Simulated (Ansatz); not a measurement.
C:
```xyz
10
Lattice="4.8090 0.0000 0.0000 0.0000 4.8090 0.0000 0.0000 0.0000 4.8090" Properties=species:S:1:pos:R:3 pbc="T T T"
C      0.0000     0.0000     0.0000
C      2.4045     2.4045     2.4045
C      0.8559     0.8559     0.8559
C      1.5486     1.5486     1.5486
C      0.8559     3.9531     3.9531
C      1.5486     3.2604     3.2604
C      3.9531     0.8559     3.9531
C      3.2604     1.5486     3.2604
C      3.9531     3.9531     0.8559
C      3.2604     3.2604     1.5486
```

Relaxed with r²SCAN. Special points in fractions of this cell's reciprocal vectors: Γ (0.000, 0.000, 0.000); X (0.000, 0.500, 0.000); M (0.500, 0.500, 0.000); R (0.500, 0.500, 0.500).

Problem. List the band energies nearest the valence-band maximum at these points for plane-wave PAW r²SCAN (Ansatz code).

Solution. In eV from the valence-band maximum; about four levels below and three above (degenerate sets whole), none deeper than 8.9 eV; points with the same levels are listed once.

```csv
k,below,above
Γ,-0.64 -0.64 -0.64 -0.57 -0.57 -0.57,4.62 4.62 4.62
X,-0.83 -0.83 -0.35 -0.35,4.77 4.77 5.42 5.42
M,-0.82 -0.82 -0.67 -0.67,5.08 5.08 5.94 5.94
R,-1.33 -1.33 0.00 0.00 0.00,4.92 4.92 5.83 5.83 5.83
```

Space group Pn-3m. The start of the workflow was typed in or built on a structure type; neither database checked (COD, Materials Project) lists it. It is not the phase usual at ambient conditions (space group No. 194, 227). The cell was relaxed with r²SCAN under the symmetry of its start; its stability against distortions is not shown here.

Potentials: the later of the program's two PAW sets.
